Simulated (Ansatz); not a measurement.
Sr2VCl6: which solution is lowest?

We look at Sr2VCl6: a cell of a measured crystal with one cation replaced (not relaxed), with 9 atoms per cell. One Sr of COD entry 9009042 is replaced by V, with no charge compensation.

```
Sr V Cl
1.0
     0.00000    3.48835    3.48835
    10.46505    0.00000   10.46505
     3.48835    3.48835    0.00000
Sr V Cl
2 1 6
Direct
  0.00000 0.00000 0.00000
  0.00000 0.33333 0.00000
  0.00000 0.66667 0.00000
  0.25000 0.08333 0.25000
  0.25000 0.41667 0.25000
  0.25000 0.75000 0.25000
  0.75000 0.25000 0.75000
  0.75000 0.58333 0.75000
  0.75000 0.91667 0.75000
```

Atoms are numbered from 1 in the order listed.

Theory: Ansatz, DFT, PBEsol+U, PAW, plane waves, scalar-relativistic.

```json
{
  "Hubbard term (Dudarev form)": "U − J = 3.25 eV on V d, on Löwdin-orthonormalised all-electron atomic orbitals",
  "Plane-wave cutoff": "420 eV",
  "k-point mesh": "4×2×4 (Γ-centred)",
  "Occupations": "Fermi–Dirac smearing, 0.05 eV"
}
```

The total moment includes the space between the atomic spheres.

A static U favours moments and orbital order; the result depends on U and need not be the measured state. With one magnetic atom in the cell its copies can only be parallel; orders in a larger cell may lie lower.

The mesh has less symmetry than the lattice, which lowers the symmetry of the run.

Only collinear orders within this cell were tried; the true ground state may need a larger cell.

Problem. Order these self-consistent states from lowest to highest free energy.
A. spin-polarised, site moments V3 2.79, Cl4 0.00, Cl5 0.00, Cl6 -0.01, Cl7 0.00, Cl8 -0.01, Cl9 0.00 μB, total 3.00 μB per cell, a gap of 2.08 eV on the k-mesh; pressure -3.2 GPa; occupation eigenvalues V3 up 0.02 0.09 1.00 1.00 1.00, down 0.01 0.01 0.04 0.04 0.05
B. spin-polarised, site moments V3 2.81, Cl4 0.00, Cl5 -0.01, Cl6 -0.02, Cl7 0.00, Cl8 -0.02, Cl9 -0.01 μB, total 3.00 μB per cell, a gap of 2.27 eV on the k-mesh; pressure -3.6 GPa; occupation eigenvalues V3 up 0.08 0.08 1.00 1.00 1.00, down 0.01 0.01 0.04 0.05 0.05
C. non-magnetic (no spin polarisation), no gap on the k-mesh; pressure -4.3 GPa

Solution. B (0.0 meV/atom), A (27.8 meV/atom), C (314 meV/atom).
